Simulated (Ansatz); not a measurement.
Nb4CoP, a database entry at a rescaled volume

```
CELL_PARAMETERS angstrom
6.12060 0.00000 0.00000
0.00000 6.12060 0.00000
0.00000 0.00000 4.99812
ATOMIC_POSITIONS crystal
P 0.50000 0.50000 0.25000
P 0.50000 0.50000 0.75000
Co 0.00000 0.00000 0.25000
Co 0.00000 0.00000 0.75000
Nb 0.16200 0.66200 0.00000
Nb 0.33800 0.16200 0.00000
Nb 0.83800 0.33800 0.00000
Nb 0.66200 0.83800 0.00000
Nb 0.16200 0.33800 0.50000
Nb 0.33800 0.83800 0.50000
Nb 0.83800 0.66200 0.50000
Nb 0.66200 0.16200 0.50000
```

Level: PBEsol, no spin polarisation; 420 eV; 6×6×7 Γ-centred mesh; fermi-dirac occupations (width 0.1 eV); Ansatz 0.2.0, fixed geometry.

What is the formation energy?

-0.49 eV an atom against the elements' usual phases (free molecules for gases, crystals otherwise, with no correction for O₂ or N₂), so it is bound against them; other compounds may still compete. Relaxing would lower it.

What happens at the Fermi level?

It is a metal, with about 11 states/eV a cell as the mean within 0.25 eV of the Fermi level, mostly Nb d (70 %) and Co d (17 %).

What do density and ELF say about some of the short contacts?

Co–Co at 2.50 Å: least valence density 0.37 e/Å³ and ELF 0.37 there. P–Nb at 2.61 Å: least valence density 0.37 e/Å³ and ELF 0.28 there. Co–Nb at 2.61 Å: least valence density 0.36 e/Å³ and ELF 0.30 there. P–P at 2.50 Å is left out, since its least density falls inside a PAW sphere. These are pseudo-fields; inside the PAW spheres they differ from the all-electron ones.

Which element gives electrons and which takes them?

Bader charges in e: Nb +0.58, Co -1.06, P -1.26. In the mean Nb gives up most and P takes most.

Is the cell too large or too small?

The pressure is -5.0 GPa (compression positive), so with the atoms held at these fractions the cell would first shrink. The principal stresses -5.4, -5.4, -4.0 GPa differ, so its shape would change too.

Which atom feels the largest force, and which way?

The largest is on Nb6 (and as large on other atoms): 0.40 eV/Å, components (-0.33, -0.22, 0.00). It makes 139° with the line to a nearest neighbour, P1 at 2.61 Å, pointing away from it.

Origin: a database entry at a rescaled volume. Caveats: no spin polarisation, so a magnetic state may lie lower.
